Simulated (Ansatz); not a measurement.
Space group Cmcm (No. 63). a = 4.234 Å, b = 10.453 Å, c = 3.808 Å, α = 90.00°, β = 90.00°, γ = 90.00°
```tsv
atom	site	symmetry	x	y	z
Y	4c	m2m	0.5000	0.3597	0.7500
Si	4c	m2m	0.5000	0.0762	0.7500
```

Equation of state of this YSi structure (not necessarily the ground state), with shape and atoms relaxed at each volume where symmetry leaves them free. It has no gap at any of these volumes. Theory: DFT PBEsol, scalar-relativistic, plane waves, PAW in Ansatz.

Settings: cutoff 420 eV, Γ-centred mesh 10×10×12 on the computed 4-atom cell, Gaussian smearing of 0.10 eV; no spin polarisation.

| V (Å³/atom) | E − E(largest V) (meV/atom) | P (GPa) |
| --- | --- | --- |
| 19.804 | 4.59 | 6.73 |
| 20.436 | -14.62 | 3.10 |
| 21.068 | -20.57 | 0.00 |
| 21.701 | -15.15 | -2.67 |
| 22.333 | 0.00 | -4.95 |

Task: Fit a third-order Birch–Murnaghan equation to E(V).

Result: V0 = 21.07 Å³/atom, B0 = 96 GPa, B0' = 4.1.